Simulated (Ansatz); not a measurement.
**NaMgF3: a fit and a missing row**

NaMgF3, Pm-3m, a = 3.907 Å. The structure is a COD entry; whether it is the stable form wasn't checked. Ansatz: PBEsol, PAW, 420 eV, Γ-centred 6×6×6 mesh on 5 atoms, Gaussian smearing 0.02 eV; no spin polarisation. Symmetry fixes shape and atoms, so the cell is only scaled; pressure is positive in compression.

| V (Å³/atom) | P (GPa) |
| --- | --- |
| 10.494 | 12.51 |
| 10.851 | 8.59 |
| 11.209 | 5.26 |
| 11.567 | 2.43 |
| 11.925 | 0.03 |
| 12.282 | ? |
| 12.640 | -3.77 |
| 13.117 | -5.71 |

**Question.** Take V0 = 11.925 Å³/atom, count pressures from its P0 = 0.03 GPa, fit the third-order Birch–Murnaghan form to the other rows, and predict the missing pressure.

**Answer.** With the Eulerian strain f = ½[(V0/V)^(2/3) − 1] and y = (P − P0)/[3f(1 + 2f)^(5/2)], the form is the line y = B0 + 1.5 B0 (B0′ − 4) f. Rows (f, y): 0.04448, 75.6; 0.03247, 75.1; 0.02107, 74.6; 0.01026, 74.1; -0.01904, 73.3; -0.03077, 72.9. Means f = 0.009745, y = 74.267; Σ(Δf)² = 0.004322, ΣΔfΔy = 0.1521; the slope is their ratio. y = 73.92 + 35.20 f GPa, so B0 = 73.9 GPa and B0′ = 4 + 2 × (35.20)/(3 × 73.92) = 4.32. At V = 12.282, f = -0.00974, y = 73.58 and P = -2.02 GPa. The run gave -2.03 GPa, so the fit is 0.01 GPa too high, within twice the rms miss on the fitted rows (0.007 GPa).

Symmetry holds off the tilts and polar distortions that many cubic perovskites undergo.

Cost: 8 runs of about 0.37 core-minutes in all, on Arm Neoverse V2 (shared hosts).